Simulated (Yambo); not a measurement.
```
CELL_PARAMETERS angstrom
      3.11313     0.00000     0.00000
     -1.55656     2.69605     0.00000
      0.00000     0.00000     4.98281
ATOMIC_POSITIONS crystal
  N  0.66667 0.33333 0.88097
  N  0.33333 0.66667 0.38097
  Al 0.66667 0.33333 0.49903
  Al 0.33333 0.66667 0.99903
```

Response from Yambo on PBEsol (Quantum ESPRESSO, PseudoDojo norm-conserving, 84 Ry, scalar-relativistic) bands: 15×15×8 mesh, 32 bands, 4 Ry local-field block, 0.2 eV broadening.

Question: Give the static electronic dielectric constant without and with local fields along each axis.

Answer: 
| field along | ε(0), independent particles | ε(0), RPA with local fields | refractive index √ε |
|---|---|---|---|
| x | 4.65 | 4.36 | 2.09 |
| z | 4.86 | 4.59 | 2.14 |
Electronic (clamped-ion) response only. PBEsol gaps are usually too small, which raises these values. Convergence of the RPA response with its 15×15×8 mesh was not tested. x, y and z are Cartesian axes of the cell as given.

Geometry relaxed with PBEsol.
